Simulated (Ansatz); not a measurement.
input.yaml (Ansatz)

```yaml
crystal:
  lattice:
    - [0.0, 3.2464690044, 3.2464690044]
    - [3.2464690044, 0.0, 3.2464690044]
    - [3.2464690044, 3.2464690044, 0.0]
  atoms:
    - { symbol: Se, position: [0.125, 0.125, 0.125] }
    - { symbol: Se, position: [0.875, 0.875, 0.875] }
hamiltonian:
  xc: blyp
  pseudopotentials:
    kind: paw
    azcp:
      Se: "pseudopotentials/Se.paw.azcp"
basis:
  ecutwfc: 420
  fft_grid_basis: typed
kpoints:
  mp_grid: { grid: [14, 14, 14], shift: [0, 0, 0] }
magnetization:
  spin_polarized: false
scf:
  occupations: { method: fermi_dirac, width: 0.1 }
```

Terminal output

```
Engine: ansatz 0.2.0, aarch64-unknown-linux-gnu
Pseudopotentials: kind: paw
Pseudopotential: Se, paw, valence charge 16, recommended cutoff 420 eV (normal) 
Functional definition: BLYP
  parameter beta = 0.0042
  parameter a = 0.04918
  parameter b = 0.132
  parameter c = 0.2533
  parameter d = 0.349
  exchange = b88_x(beta = beta)
  correlation = lyp_c(a = a, b = b, c = c, d = d)
Crystal: 2 atoms, lattice volume = 68.433 Å³
Basis set: ecut = 420 eV, 1363 PW (Γ), exchange–correlation on 64×64×64 points (8 copies of the dense FFT grid, shifted against one another)
Bands: 20, of which v1, the nominal top of the filled ones, is band 16 counted from 1 (15 counted from 0)
Symmetry: 48 space group operations
Space group: Fd-3m (ITA 227), of the structure as read, at distance tolerance 4.1e-5 Å
k-points: 104 of 2744
Non-local potential: Se, projectors of the file, l = 0: 2, l = 1: 2, l = 2: 3, l = 3: 1
PAW form: soft (Blöchl's): semilocal exchange-correlation on the pseudo side does not see the compensation charge
PAW frozen core: Se, regenerated for the run's functional, and the local potential with it (the file was generated under x = pbe(κ = 0.804, μ = 0.2195149727645171), c = pbe(β = 0.06672455060314922))
PAW one-centre angular grid: Se, 590 points (default); XC on 64 Gauss nodes
Initial density: superposition of atomic densities (neutral atoms: chi_scale 0, normalization atom), corrected by the library's trained network
Initial wavefunctions: pseudopotential atomic-orbital guess
Functional: x = b88, c = lyp
SCF iter   1: F=—  HF=-10959.461296 eV  |F-HF|=—  |Δ(HF+E_count)|=         —  Δρ=4.90e-3  dr2=1.37e-2  ethr=1.77e-3  ⟨swp⟩=5.3  Hψ=9278  notcnv=0
SCF iter   2: F=—  HF=-10959.455563 eV  |F-HF|=—  |Δ(HF+E_count)|=   5.73e-3  Δρ=8.44e-4  dr2=2.43e-4  ethr=4.29e-5  ⟨swp⟩=2.0  Hψ=3940  notcnv=0
SCF iter   3: F=—  HF=-10959.455828 eV  |F-HF|=—  |Δ(HF+E_count)|=   2.65e-4  Δρ=2.37e-4  dr2=5.87e-5  ethr=7.59e-7  ⟨swp⟩=2.0  Hψ=3773  notcnv=0
SCF iter   4: F=—  HF=-10959.455728 eV  |F-HF|=—  |Δ(HF+E_count)|=   1.00e-4  Δρ=1.07e-4  dr2=5.82e-6  ethr=1.84e-7  ⟨swp⟩=2.0  Hψ=3777  notcnv=0
iter 5 did not close the SCF: its close was put off for the readings that it lacked (scf_convergence_deferred on its scf_iter line)
SCF iter   5: F=-10959.455734 eV  HF=-10959.455734 eV  |F-HF|=4.28e-8  |Δ(HF+E_count)|=   6.22e-6  Δρ=8.89e-6  dr2=3.04e-8  ethr=1.82e-8  ⟨swp⟩=2.1  Hψ=2864  notcnv=0
SCF iter   6: F=-10959.455734 eV  HF=-10959.455734 eV  |F-HF|=1.49e-10  |Δ(HF+E_count)|=   1.54e-8  Δρ=5.16e-7  dr2=1.33e-10  ethr=9.51e-11  ⟨swp⟩=1.0  Hψ=6318  notcnv=0
SCF 1 converged in 6 iterations: F = -10959.455734 eV  dr2 = 1.33e-10
SCF converged after 6 iterations
Free energy (F): -10959.455734 eV
Harris-Foulkes:  -10959.455734 eV  (|F-HF|=1.49e-10)
Internal energy: -10959.397981 eV  (E = F + TS)
E sigma→0 (E₀):  -10959.426858 eV
Entropy (-TS):   -0.057753 eV (-28.877 meV/atom)
Fermi energy:    5.054927 eV
--- Per-component energies (eV) ---
  E_band       = -879.832866
  E_kinetic    = 232.261877
  E_local      = -5608.217980  (includes V_loc(G=0)·N_el)
  E_nonlocal   = -1194.753940
  E_hartree    = 2721.790542
  E_xc         = -203.196774
  E_vxc        = -187.822130  (∫ρ·V_xc dr)
  E_paw        = -3849.495359  (= ΣΔE_a)
  E_vpaw       = 435.119499  (= ΣTr[D̂ρ^β])
  E_aug_tail   = -0.001187  (compensation charges beyond the density's cutoff)
  E_ewald      = -3058.307871
  E_core_change = 0.522710  (= ΣΔE_core)
  E_smearing   = -0.057753  (= −TS)
  E_closure    = 0.000000  (closes the sum)
  Σ components = -10959.455734   (vs F -10959.455734, Δ=0.00e0)
```

Command:

```sh
ansatz run input.yaml --threads 2 --pin off --max-ram 5120MiB --backend cpu --events-out ev --progress --plain --runs-dir out
```

On 2 threads of Arm Neoverse V2 (shared host) this took about 3 s of wall time and 5.4 s of CPU time.
